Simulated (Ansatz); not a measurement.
# Si: two-dimensional strain map

Theory: DFT LDA, scalar-relativistic, plane waves, PAW in Ansatz. Settings: plane waves to 420 eV, k-mesh 22×22×22 (Γ-centred), Gaussian smearing 0.15 eV. No spin polarisation. Energies are free energies at this smearing, counted from the undisturbed cell; pressure is positive in compression.

Zero of the scan (as given, not relaxed at this level; it stands at -0.3 GPa; this form isn't the usual structure):

```
Si
1.0
    -1.62691    1.62691    1.32033
     1.62691   -1.62691    1.32033
     1.62691    1.62691   -1.32033
Si
1
Cartesian
  0.0000 0.0000 0.0000
```

The cell is strained by p along both x and y and by q along z, fractional coordinates fixed. Points are written (p, q).

Energy above the undisturbed cell in meV/atom (a dash: not computed):

| p \ q | -0.030 | -0.015 | 0.000 | 0.015 | 0.030 |
| --- | --- | --- | --- | --- | --- |
| -0.030 | 36.4 | 25.3 | 18.3 | 13.9 | 11.6 |
| -0.015 | 15.6 | 8.0 | 4.2 | ? | 5.3 |
| 0.000 | 4.8 | 0.9 | 0.0 | 2.6 | 7.6 |
| 0.015 | 2.3 | 1.7 | 4.0 | 9.1 | 17.2 |
| 0.030 | 7.1 | ? | ? | ? | 32.8 |

(1) Fill in the withheld energies.

## Answers

(1) (-0.015, 0.015): 3.7; (0.030, -0.015): 9.6; (0.030, 0.000): 14.8; (0.030, 0.015): 22.5.